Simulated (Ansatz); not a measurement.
## Ca (omega (AlB2-type)): energy against volume

Method: DFT, LDA (PW92), plane waves (420 eV) with PAW, scalar-relativistic (Ansatz). The PAW files were generated under PBE, with cores re-solved for the functional.

The cell is scaled uniformly from the relaxed one, with fractional coordinates and shape fixed. Energies are extrapolated to zero smearing, pressures are those at the given smearing. Magnetic state: spin not included.

A Birch-Murnaghan fit gives V₀ = 38.43 Å³/atom, B₀ = 17.9 GPa, B₀′ = 2.8.

(1) What are the energy above the minimum and the pressure at 33.840 Å³/atom?

(2) What are the energy above the minimum and the pressure at 36.917 Å³/atom?

(3) What are the energy above the minimum and the pressure at 39.993 Å³/atom?

Answers

(1) 35.8 meV/atom and 2.82 GPa as computed.

(2) 3.5 meV/atom and 0.78 GPa as computed.

(3) 3.4 meV/atom and -0.69 GPa as computed.
